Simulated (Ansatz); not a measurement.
BP in space group P6_222 (No. 180; B on 3d, P on 3c) at seven volumes, plane-wave PAW PBE+D3(BJ) (Ansatz code), shape and atoms relaxed at each. One row is withheld.

```json
[
 {"V (Å³/atom)": "9.588", "P (GPa)": "20.63"},
 {"V (Å³/atom)": "9.904", "P (GPa)": "12.70"},
 {"V (Å³/atom)": "10.220", "P (GPa)": "?"},
 {"V (Å³/atom)": "10.536", "P (GPa)": "0.02"},
 {"V (Å³/atom)": "10.852", "P (GPa)": "-5.05"},
 {"V (Å³/atom)": "11.168", "P (GPa)": "-9.42"},
 {"V (Å³/atom)": "11.484", "P (GPa)": "-13.18"}
]
```

Fit the shown pressures and predict the withheld one.

P = (3/2)B₀(x^(7/2) − x^(5/2))[1 + (3/4)(B′ − 4)(x − 1)] with x = (V₀/V)^(2/3). Least squares on the six rows gives V₀ = 10.537 Å³/atom, B₀ = 181 GPa, B′ = 3.94. At V = 10.220, x = 1.0206 and P = 5.87 GPa. The run itself gave 5.90 GPa.

The start of the workflow was typed in or built on a structure type; neither database checked (COD, Materials Project) lists it. It is not the phase usual at ambient conditions (space group No. 216). The PBE+D3(BJ) relaxation kept the symmetry of its start; its stability against distortions is not shown here.

Potentials: the earlier of the program's two PAW sets.
